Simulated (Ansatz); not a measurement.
**YSe: strain and displacement**

```xyz
2
Lattice="0.0000 2.8750 2.8750 2.8750 0.0000 2.8750 2.8750 2.8750 0.0000" Properties=species:S:1:pos:R:3 pbc="T T T"
Y     0.0000    0.0000    0.0000
Se    2.8750    2.8750    2.8750
```

Atoms are numbered in the order listed.

The geometry is COD entry 1527462, unchecked; take it as a test cell.

Spin polarisation is left out, and whether a magnetic state lies lower isn't shown here.

Theory: DFT, LDA, all-electron PAW with datasets made for the crystal, scalar-relativistic in Ansatz 0.2.0.

Sampling and basis: a Γ-centred 7×7×7 k mesh, Fermi–Dirac smearing of 0.03 eV, cutoff 220 eV (chosen by the program for this cell), no spin polarisation.

The unchanged cell is at -4.63 GPa.

In a metal, stresses and small energies carry noise from the k mesh.

x, y and z are the Cartesian axes of the cell as listed; fractional coordinates follow a strain, and an engineering shear is twice the off-diagonal strain component.

(1) With this change (equal xy, yz and zx engineering shear strains of -2 %), what becomes of the energy and stress?

(2) With this change (equal xy, yz and zx engineering shear strains of -1 %), what becomes of the energy and stress?

With equal xy, yz and zx engineering shear strains of +1 %: energy change under 1 meV/atom; stress change (xx, yy, zz, yz, xz, xy) 0.00, 0.00, 0.00, -0.01, -0.01, -0.01 GPa, compression positive.

(3) With this change (equal xy, yz and zx engineering shear strains of +2 %), what becomes of the energy and stress?

Results:

(1) Energy change under 1 meV/atom; stress change (xx, yy, zz, yz, xz, xy) 0.00, 0.00, 0.00, 0.29, 0.29, 0.29 GPa, compression positive.

(2) Energy change under 1 meV/atom; stress change (xx, yy, zz, yz, xz, xy) 0.00, 0.00, 0.00, 0.06, 0.06, 0.06 GPa, compression positive.

(3) Energy change under 1 meV/atom; stress change (xx, yy, zz, yz, xz, xy) 0.00, 0.00, 0.00, -0.17, -0.17, -0.17 GPa, compression positive.
